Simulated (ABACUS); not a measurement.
Set-up for a self-consistent single point of CdS (P6_3mc, 8 atoms in the cell; from Materials Project mp-672, changed as shown).

```
CELL_PARAMETERS angstrom
      4.08546     0.00000     0.00000
      0.00000     7.07623     0.00000
      0.00000     0.00000     6.64403
ATOMIC_POSITIONS crystal
  Cd 0.50000 0.16667 0.50022
  Cd 0.00000 0.33333 0.00022
  Cd 0.00000 0.66667 0.50022
  Cd 0.50000 0.83333 0.00022
  S  0.50000 0.16667 0.87678
  S  0.00000 0.33333 0.37678
  S  0.00000 0.66667 0.87678
  S  0.50000 0.83333 0.37678
```

All values come from this method and carry its errors: ABACUS with LDA (PW92), numerical atomic orbitals TZDP (confined pseudo-atomic orbitals with Gaussian additions; energy shift 0.01 Ry), PseudoDojo 0.4 standard norm-conserving LDA (tails mended) pseudopotentials.

ABACUS settings:

| setting | value |
|---|---|
| basis | TZDP numerical atomic orbitals, energy shift 0.01 Ry |
| KPT | Gamma 6 4 4 0 0 0 |
| basis_type | lcao |
| dft_functional | PWLDA |
| ecutwfc | 100 Ry |
| smearing_method | fd |
| smearing_sigma | 0.00367493 Ry |
| potentials | PseudoDojo 0.4 standard norm-conserving LDA (tails mended) |
| symmetry | 1 |
| ks_solver | genelpa |
| scf_nmax | 100 |
| scf_thr | 1.0e-06 |
| mixing_type | pulay |
| mixing_beta | 0.4 |

Results:

- Number of valence electrons = 104
- Number of bands = 63
- Number of k-points after the program's reduction = 36
- Size of the basis = 244
- Number of SCF iterations = 9
- Free energy E − TS = -20286.5633 eV
- Top of the valence band (on the code's own zero) = 7.22 eV
- Gap on the k-point mesh = 1.18 eV
- Pressure = -0.38 GPa

Stress (GPa, positive for compression):
```
-0.41   0.00   0.00
 0.00  -0.42   0.00
 0.00   0.00  -0.31
```

The gap is read on the k-point mesh of the run and can differ from the gap over the whole zone at this level.

For comparison: a first run was changed to give this one (lattice scaled by 0.98), and from it to this one the free energy falls by 22.3 meV/atom, the pressure goes from -4.13 to -0.38 GPa and the gap on the mesh goes from 0.998 to 1.176 eV.

The atom-centred basis is finite, which shifts total energies, pressures and gaps against plane waves. The structure comes from a collection of computed structures, made at another level of theory; the collection holds predicted forms beside known ones.

Cost on one core: roughly 29 core-seconds.

The atomic orbitals were generated for these runs; they are not ABACUS's published sets and were checked against plane waves on a few crystals only.

“Tails mended”: in these copies of the files the far tail of each local potential was reset to the Coulomb form.
